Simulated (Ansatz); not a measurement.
# Notes on CaIn6Pb

```xyz
8
Lattice="0.0000 5.0835 5.0835 5.0835 0.0000 5.0835 5.0835 5.0835 0.0000" Properties=species:S:1:pos:R:3 pbc="T T T"
In    2.5418    5.0835    5.0835
In    5.0835    2.5418    5.0835
In    7.6253    5.0835    5.0835
In    5.0835    7.6253    5.0835
In    5.0835    5.0835    2.5418
In    5.0835    5.0835    7.6253
Ca    5.0835    5.0835    5.0835
Pb    0.0000    0.0000    0.0000
```

Method: PBEsol, no spin polarisation; PAW, plane waves to 420 eV, 5×5×5 Γ-centred mesh, tetrahedron occupations (Ansatz 0.2.0), atoms fixed.

Task: Is it stable against the elements?

Result: 1.27 eV an atom against the elements' usual phases (free molecules for gases, crystals otherwise, with no correction for O₂ or N₂), so at this geometry it isn't bound against them. Relaxing would lower it.

Task: What happens at the Fermi level?

Result: It is a metal, with about 4.6 states/eV a cell as the mean within 0.25 eV of the Fermi level, mostly In p (77 %).

Task: What does the stress say?

Result: The pressure is 17.4 GPa (compression positive), so with the atoms held at these fractions the cell would first expand; the forces are large, so a full relaxation may end otherwise.

Task: How is the charge shared?

Result: Bader charges in e: Ca +0.82, In -0.02, Pb -0.71. In the mean Ca gives up most and Pb takes most.

Task: Describe some of the short contacts.

Result: In–Ca at 2.54 Å: least valence density 0.35 e/Å³ and ELF 0.21 there. In–Pb at 2.54 Å: least valence density 0.49 e/Å³ and ELF 0.32 there. Both are smooth PAW fields, read partly inside the augmentation spheres.

Origin: a known structure type with other elements, at an estimated volume, so it need not be a known compound. Caveats: empty levels are not fully converged; forces and stress under tetrahedra may miss the slope of the energy; atoms or cell far from equilibrium.
